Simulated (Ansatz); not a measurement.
LaPb₃:
```xyz
4
Lattice="4.9491 0.0000 0.0000 0.0000 4.9491 0.0000 0.0000 0.0000 4.9491" Properties=species:S:1:pos:R:3 pbc="T T T"
La     0.0000     0.0000     0.0000
Pb     0.0000     2.4745     2.4745
Pb     2.4745     0.0000     2.4745
Pb     2.4745     2.4745     0.0000
```

Relaxed with r²SCAN.

Question: Which orbitals make up the states near the Fermi level in DFT-r²SCAN in the program Ansatz with PAW potentials?

Answer: Within 0.5 eV of the Fermi level: Pb 6p 56 %, La 5d 22 %, La 4f 11 %, Pb 6s 7 %. Projections are on Löwdin-orthogonalised atomic valence shells; empty p or d shells of many metals are not among them.

Question: Tabulate the density of states.

Answer: States/eV per cell of 4 atoms, in 0.25 eV bins, energy from the Fermi level.

| E (eV) | total | La 4f | Pb 6p | La 5d |
|---|---|---|---|---|
| -7.85 | 1.57 | 0.01 | 0.15 | 0.13 |
| -7.60 | 1.46 | 0.01 | 0.12 | 0.11 |
| -7.35 | 1.38 | 0.01 | 0.07 | 0.10 |
| -7.10 | 0.74 | 0.01 | 0.02 | 0.04 |
| -6.85 | 0.02 | 0.00 | 0.00 | 0.00 |
| -6.60 | 0.00 | 0.00 | 0.00 | 0.00 |
| -6.35 | 0.00 | 0.00 | 0.00 | 0.00 |
| -6.10 | 0.00 | 0.00 | 0.00 | 0.00 |
| -5.85 | 0.00 | 0.00 | 0.00 | 0.00 |
| -5.60 | 0.00 | 0.00 | 0.00 | 0.00 |
| -5.35 | 0.00 | 0.00 | 0.00 | 0.00 |
| -5.10 | 0.00 | 0.00 | 0.00 | 0.00 |
| -4.85 | 0.00 | 0.00 | 0.00 | 0.00 |
| -4.60 | 0.00 | 0.00 | 0.00 | 0.00 |
| -4.35 | 0.02 | 0.00 | 0.02 | 0.00 |
| -4.10 | 0.14 | 0.00 | 0.12 | 0.01 |
| -3.85 | 0.69 | 0.00 | 0.54 | 0.06 |
| -3.60 | 1.76 | 0.01 | 1.34 | 0.18 |
| -3.35 | 1.53 | 0.01 | 1.12 | 0.19 |
| -3.10 | 2.01 | 0.02 | 1.52 | 0.22 |
| -2.85 | 2.38 | 0.02 | 1.81 | 0.28 |
| -2.60 | 3.08 | 0.02 | 2.36 | 0.49 |
| -2.35 | 3.64 | 0.03 | 2.64 | 0.76 |
| -2.10 | 2.99 | 0.03 | 2.06 | 0.70 |
| -1.85 | 3.12 | 0.04 | 1.97 | 0.87 |
| -1.60 | 3.03 | 0.05 | 1.87 | 0.86 |
| -1.35 | 1.89 | 0.04 | 1.18 | 0.46 |
| -1.10 | 3.09 | 0.08 | 1.88 | 0.73 |
| -0.85 | 2.13 | 0.08 | 1.27 | 0.50 |
| -0.60 | 0.57 | 0.03 | 0.32 | 0.16 |
| -0.35 | 1.33 | 0.10 | 0.76 | 0.36 |
| -0.10 | 3.21 | 0.27 | 1.86 | 0.70 |
| 0.15 | 2.08 | 0.25 | 1.18 | 0.42 |
| 0.40 | 3.35 | 0.50 | 1.78 | 0.71 |
| 0.65 | 2.87 | 0.54 | 1.39 | 0.64 |
| 0.90 | 2.10 | 0.53 | 0.90 | 0.46 |
| 1.15 | 3.13 | 0.99 | 1.20 | 0.67 |
| 1.40 | 3.00 | 1.46 | 0.83 | 0.52 |
| 1.65 | 7.32 | 5.26 | 0.82 | 0.98 |

Space group Pm-3m (Cu3Au type). The first step of the workflow began from a Materials Project structure, measured or hypothetical; the Crystallography Open Database files this formula in space group No. 221, but the cells were not matched. Its standing as an ambient phase is unchecked. The cell was relaxed with r²SCAN under the symmetry of its start; its stability against distortions is not shown here. Scalar-relativistic: spin–orbit coupling is off unless named, which matters more the heavier the elements.

Potentials: the later of the program's two PAW sets.
